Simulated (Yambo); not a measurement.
```xyz
11
Lattice="2.7370 1.5802 6.0570 -2.7370 1.5802 6.0570 0.0000 -3.1604 6.0570" Properties=species:S:1:pos:R:3 pbc="T T T"
B      0.0000     0.0000    10.6618
B      0.0000     0.0000     7.4538
O     -1.2073    -0.6970    10.6673
O      0.0000     1.3941    10.6673
O      1.2073    -0.6970    10.6673
O      1.2036     0.6949     7.4638
O      0.0000    -1.3898     7.4638
O     -1.2036     0.6949     7.4638
K      0.0000     0.0000     3.9931
Y      0.0000     0.0000    18.1340
Ba     0.0000     0.0000    14.3971
```

KBaYB$_{2}$O$_{6}$ (space group R3m, No. 160): mean Im ε in 1 eV windows above the direct gap of 5.73 eV, for different electron-hole kernels (Yambo, broadening 0.15 eV, PBEsol (Quantum ESPRESSO, PseudoDojo norm-conserving, 84 Ry, without SOC) bands; 4×4×4 mesh, 11 valence and 11 conduction bands, static screening with 94 bands and a 3 Ry block, scissor 1.94 eV, Tamm-Dancoff; field along x).

```
window (eV)  independent quasiparticles  RPA (no attraction)  BSE
-----------  --------------------------  -------------------  ---
5.7 to 6.7                          0.1                  0.1  2.9
6.7 to 7.7                          0.7                  0.6  4.8
7.7 to 8.7                          2.7                  2.3  3.0
8.7 to 9.7                          4.7                  4.3  1.5
```

This run doesn't resolve bound excitons or single peaks, so only averages are given, and they too depend on the mesh; weight that the attraction moves below the gap isn't listed. All transitions below 10.02 eV are in the band window. The scissor comes from a G0W0 run whose convergence isn't established.

Geometry of the Materials Project entry, not relaxed at this level.

The structure is a Materials Project entry; no match was found in the copy of COD used, and its stability was not checked.
